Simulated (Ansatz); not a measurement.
Here is the system:

Zr₃Ag:
```cif
data_AgZr3
_chemical_formula_sum 'Ag1 Zr3'
_space_group_name_H-M_alt 'P 1'
_space_group_IT_number 1
_cell_length_a 4.39860
_cell_length_b 4.39860
_cell_length_c 4.39860
_cell_angle_alpha 90.000
_cell_angle_beta 90.000
_cell_angle_gamma 90.000
loop_
_space_group_symop_operation_xyz
  'x, y, z'
loop_
_atom_site_label
_atom_site_type_symbol
_atom_site_fract_x
_atom_site_fract_y
_atom_site_fract_z
_atom_site_occupancy
Ag1 Ag 0.00000 0.00000 0.00000 1
Zr1 Zr 0.50000 0.50000 0.00000 1
Zr2 Zr 0.00000 0.50000 0.50000 1
Zr3 Zr 0.50000 0.00000 0.50000 1
```

This is the r²SCAN-relaxed structure.

Q: All from r²SCAN (plane waves, PAW; program Ansatz), unless another level is named. Predict the formation energy from the elements (no fitted shifts).

A: 55 meV/atom.

Q: Give the density of states at the Fermi level.

A: 1.7 states/eV per atom (mean over ±0.08 eV).

Q: Predict the gap with spin–orbit coupling.

A: none (metallic).

Space group Pm-3m (Cu3Au type). The workflow started from an entry of the Crystallography Open Database (COD); the relaxed space group is not among those it files for this formula. COD files the formula under space group No. 123, so this cell is another polymorph or a model. Its standing as an ambient phase is unchecked. Symmetry was held in the r²SCAN relaxation; its stability against distortions is not shown here. No spin polarisation was allowed. The references are the lowest solids computed at this level, not always the standard phases. Spin–orbit coupling is left out wherever it is not named.

Potentials: the later of the program's two PAW sets.
